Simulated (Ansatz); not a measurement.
The relaxed structure here is a generated cell of ZrGe: the first start was made by placing the elements on the sites of a structure type, and the end was not matched to a known phase here, so it may be hypothetical.

Relaxation of a generated cell, ZrGe built in the CoSn structure type; 6 atoms in the cell, which starts as P6/mmm (No. 191), hP6; a = b = 6.180 Å, c = 4.987 Å, α = β = 90.00°, γ = 120.00°. Computed with r2SCAN (plane waves to 500 eV, PAW, scalar-relativistic; Ansatz, a program for electronic structure). Γ-centred k-mesh 5×5×5 on the run's cell (coarser than for final values), Fermi–Dirac smearing 0.05 eV. This is the first round of the run. 

The optimiser's lines from the output (shortened; P is positive under compression):

```
relax step   1: F+E_penalty+E_count = -25494.06017850 eV  Δ(F+E_penalty+E_count) = +0.000e0 eV  max|allowed force component| = 1.850e-17 eV/Å  Δτ_max = 0.0000 Å  P = -11.265 GPa  Ω = 164.930 Å³  (8 SCF iters, dr2 threshold 1.00e-7 eV, accepted)
relax step   2: F+E_penalty+E_count = -25495.06050242 eV  Δ(F+E_penalty+E_count) = -1.000e0 eV  max|allowed force component| = 2.205e-16 eV/Å  Δτ_max = 0.0000 Å  P = -4.601 GPa  Ω = 146.653 Å³  (7 SCF iters, dr2 threshold 6.00e-7 eV, accepted)
relax step   3: F+E_penalty+E_count = -25495.28821404 eV  Δ(F+E_penalty+E_count) = -2.277e-1 eV  max|allowed force component| = 5.551e-17 eV/Å  Δτ_max = 0.0000 Å  P = +1.738 GPa  Ω = 136.518 Å³  (6 SCF iters, dr2 threshold 6.00e-7 eV, accepted)
relax step   4: F+E_penalty+E_count = -25495.42858218 eV  Δ(F+E_penalty+E_count) = -1.404e-1 eV  max|allowed force component| = 2.968e-17 eV/Å  Δτ_max = 0.0000 Å  P = +4.166 GPa  Ω = 133.967 Å³  (7 SCF iters, dr2 threshold 6.00e-7 eV, accepted)
relax step   5: F+E_penalty+E_count = -25495.60299250 eV  Δ(F+E_penalty+E_count) = -1.744e-1 eV  max|allowed force component| = 9.252e-18 eV/Å  Δτ_max = 0.0000 Å  P = +2.966 GPa  Ω = 136.513 Å³  (8 SCF iters, dr2 threshold 6.00e-7 eV, accepted)
relax step   6: F+E_penalty+E_count = -25495.63790860 eV  Δ(F+E_penalty+E_count) = -3.492e-2 eV  max|allowed force component| = 1.831e-17 eV/Å  Δτ_max = 0.0000 Å  P = -0.117 GPa  Ω = 140.892 Å³  (7 SCF iters, dr2 threshold 6.00e-7 eV, accepted)
relax step   7: F+E_penalty+E_count = -25495.63851289 eV  Δ(F+E_penalty+E_count) = -6.043e-4 eV  max|allowed force component| = 5.397e-18 eV/Å  Δτ_max = 0.0000 Å  P = -0.054 GPa  Ω = 140.689 Å³  (6 SCF iters, dr2 threshold 1.22e-7 eV, accepted)
relax step   8: F+E_penalty+E_count = -25495.63861772 eV  Δ(F+E_penalty+E_count) = -1.048e-4 eV  max|allowed force component| = 1.022e-17 eV/Å  Δτ_max = 0.0000 Å  P = -0.000 GPa  Ω = 140.638 Å³  (5 SCF iters, dr2 threshold 5.05e-8 eV, accepted)
relax step   9: F+E_penalty+E_count = -25495.63470041 eV  Δ(F+E_penalty+E_count) = +3.917e-3 eV  max|allowed force component| = 4.626e-18 eV/Å  Δτ_max = 0.0000 Å  P = -0.016 GPa  Ω = 140.638 Å³  stress off target by 4.23e-2 GPa  SCF on the basis re-selected at this cell (its energy is not comparable with the rows above)  (9 SCF iters)
relax step  10: F+E_penalty+E_count = -25495.63471241 eV  Δ(F+E_penalty+E_count) = -1.201e-5 eV  max|allowed force component| = 5.204e-18 eV/Å  Δτ_max = 0.0000 Å  P = +0.000 GPa  Ω = 140.624 Å³  (5 SCF iters, dr2 threshold 4.47e-9 eV, accepted)
relax step  11: F+E_penalty+E_count = -25495.63469849 eV  Δ(F+E_penalty+E_count) = +1.393e-5 eV  max|allowed force component| = 3.084e-18 eV/Å  Δτ_max = 0.0000 Å  P = +0.000 GPa  Ω = 140.624 Å³  stress off target by 2.79e-4 GPa  SCF on the basis re-selected at this cell (its energy is not comparable with the rows above)  (5 SCF iters)
```

From the first to the last row the energy changes by -0.26 eV/atom and the volume by -14.7 %. The last row is marked as not comparable with the walk above it, whose basis was carried along; it does compare with step 1, since both stand on a basis selected at the nominal cutoff for their own cell.

Later rounds, restarted from the end of this one on a renewed k-mesh, logged 8 more steps and released under 0.01 eV/atom more. The final structure after all rounds: P6/mmm (No. 191), hP6; a = b = 6.3302 Å, c = 4.0577 Å, α = β = 90.00°, γ = 120.00°. Between re-selections the logged energies stand on a plane-wave basis carried along with the cell. No spin polarisation in the result.

The run could not lose the symmetry of its start: the end is stationary, and may be a saddle point rather than a minimum.

All atoms sit on sites fixed by symmetry, so only the cell could relax.
